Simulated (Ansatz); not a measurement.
IrO$_{2}$ (rutile)

```
IrO2
1.0
    4.47181     0.00000     0.00000
    0.00000     4.47181     0.00000
    0.00000     0.00000     3.15362
Ir O
2 4
Cartesian
  0.00000   0.00000   0.00000
  2.23590   2.23590   1.57681
  1.38086   1.38086   0.00000
  3.61676   0.85504   1.57681
  0.85504   3.61676   1.57681
  3.09095   3.09095   0.00000
```

The slice is a (-1 1 0) plane (indices of the conventional cell) through the point (0.191, 0.809, 0.500) (fractional), spanned by u = [001] and v = [110] in vectors of this cell: u (3.15 Å) and v (6.32 Å, at 90° to u). It covers one period; positions are fractions (u, v).

Computed with PBEsol (plane waves to 420 eV, PAW, scalar-relativistic; Ansatz, a first-principles code). k mesh 11×11×15. Inside the PAW spheres the values are not all-electron values, and peaks at nuclei hang on which shells count as valence. IrO2 is run without spin polarisation and with no Hubbard U. IrO2 was relaxed with its symmetry unable to fall. Spin-orbit coupling is left out, though Ir is heavy.

Predict the map of the electron localisation function (ELF) on the slice.


```
|xxxx@@##::::--::::##@@xx|
|@@@@@@++::::--::::++@@@@|
|@@%%**::....::....::**%%|
|++==::              ::==|
|                        |
|          ......        |
|          ..::..        |
|....      ......      ..|
|--::..              ..::|
|++==::..          ..::==|
|##**==..          ..==**|
|%%##==::          ::==##|
|##**==..          ..==**|
|++==::..          ..::==|
|--::..              ..::|
|....      ......      ..|
|          ..::..        |
|          ......        |
|                        |
|++==::              ::==|
|@@%%**::....::....::**%%|
|@@@@@@++::::--::::++@@@@|
|xxxx@@##::::--::::##@@xx|
|xxxx@@##::::--::::##@@xx|
```
Scale: ten equal steps from 0.02 (start of ' ') to 0.84 (end of '@'), in the order ' .:-=+*#%@'. Values: electron localisation function (ELF). The map has 12 points along u (two characters each, u = 0 at the left) and 24 along v (v = 0 in the bottom row). Points within 0.4 Å of a nucleus are blanked (x), as the pseudised field means little there.
